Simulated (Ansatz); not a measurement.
The relaxed structure here is a generated cell of HfO2: the first start was made by placing the elements on the sites of a structure type, and the end was not matched to a known phase here, so it may be hypothetical. Known forms of HfO2 include space group No. 14, 29, 137, 225.

The end point of a relaxation of HfO$_{2}$. The numbers are results of r2SCAN (plane waves to 500 eV, PAW, scalar-relativistic; Ansatz, a first-principles code), not measurements.

```
CELL_PARAMETERS angstrom
      4.67799     0.00000     0.00000
     -2.33899     4.05126     0.00000
      0.00000     0.00000    11.16779
ATOMIC_POSITIONS crystal
  Hf 0.33333 0.66667 0.86879
  Hf 0.66667 0.33333 0.36879
  Hf 0.66667 0.33333 0.13121
  Hf 0.33333 0.66667 0.63121
  O  0.00000 0.00000 0.00000
  O  0.00000 0.00000 0.50000
  O  0.83644 0.16356 0.25000
  O  0.67288 0.83644 0.75000
  O  0.83644 0.67288 0.25000
  O  0.16356 0.83644 0.75000
  O  0.32712 0.16356 0.25000
  O  0.16356 0.32712 0.75000
```

Task: Find the space group and the Wyckoff positions (tolerance 0.01 Å).

Result: Space group P6₃/mmc (No. 194); a = b = 4.6780 Å, c = 11.1678 Å, α = β = 90.00°, γ = 120.00°

| atom | site | symmetry | x | y | z |
|---|---|---|---|---|---|
| Hf | 4f | 3m. | 0.6667 | 0.3333 | 0.1312 |
| O | 2a | -3m. | 0.0000 | 0.0000 | 0.0000 |
| O | 6h | mm2 | 0.3271 | 0.1636 | 0.2500 |

Task: Give the shortest distances between elements (the closest pairs, up to four, under 3.6 Å).

Result: Hf–O 1.91 Å; O–O 2.30 Å; Hf–Hf 2.65 Å.

- Volume per atom = 17.64 Å³
- Band gap = zero (the bands touch at this level, without spin-orbit coupling)

No spin polarisation in the result. No Hubbard U is applied. The gap comes from the SCF mesh and the high-symmetry points alone.

The run could not lose the symmetry of its start, so the end can be a saddle point.
